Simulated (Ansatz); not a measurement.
P:
Space group Cmce (No. 64); a = 3.318 Å, b = 10.304 Å, c = 4.194 Å, α = 90.00°, β = 90.00°, γ = 90.00°

```
atom  site  symmetry       x       y       z
----  ----  --------  ------  ------  ------
P       8f       m..  0.0000  0.3948  0.4272
```
(The calculation used a cell of 4 atoms; values per cell refer to that cell.)

Relaxed at zero pressure with PBEsol (plane waves, PAW; program Ansatz).

Task: The volume is raised by 9 % and shape and atoms relax at that volume. What pressure results, and how do the axes share the change?

Result: -1.4 GPa; a -0.4 %, b 4.4 %, c 4.8 %; the energy rises by 8 meV/atom.

Task: Give the new structure.

Result: 
Space group Cmce (No. 64); a = 3.3051 Å, b = 10.7574 Å, c = 4.3950 Å, α = β = γ = 90.00°

| atom | site | symmetry | x | y | z |
|---|---|---|---|---|---|
| P | 8f | m.. | 0.0000 | 0.4004 | 0.4195 |

The phase is kept; no other phase was compared at this pressure.

The PBEsol relaxation kept the symmetry of its start. A crystal of weakly bound layers computed without a dispersion correction: the cell and the soft elastic constants depend strongly on that.

Potentials: the later of the program's two PAW sets.
